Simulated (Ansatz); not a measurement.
HfO₂:
```cif
data_HfO2
_chemical_formula_sum 'Hf1 O2'
_space_group_name_H-M_alt 'P 1'
_space_group_IT_number 1
_cell_length_a 3.57728
_cell_length_b 3.57728
_cell_length_c 3.57728
_cell_angle_alpha 60.000
_cell_angle_beta 60.000
_cell_angle_gamma 60.000
loop_
_space_group_symop_operation_xyz
  'x, y, z'
loop_
_atom_site_label
_atom_site_type_symbol
_atom_site_fract_x
_atom_site_fract_y
_atom_site_fract_z
_atom_site_occupancy
Hf1 Hf 0.00000 0.00000 0.00000 1
O1 O 0.75000 0.75000 0.75000 1
O2 O 0.25000 0.25000 0.25000 1
```

Relaxed with r²SCAN.

**Question.** Decompose the optical modes at the zone centre into irreducible representations, and say which are infrared and Raman allowed.

**Answer.** Point group m-3m: Γ_opt = T1u + T2g. Infrared: T1u. Raman: T2g.

**Question.** Assign frequencies (DFPT, DFT-r²SCAN in the program Ansatz with PAW potentials; without the LO–TO term).

**Answer.** T1u 238, T2g 593 cm⁻¹.

Space group Fm-3m (fluorite). This is a known high-temperature phase of the composition, computed here at zero pressure and temperature. The r²SCAN relaxation kept the symmetry of its start. At this level the phase is dynamically unstable (imaginary phonons). The run is not spin-polarised. Spin–orbit coupling is left out wherever it is not named.

Potentials: the earlier of the program's two PAW sets.
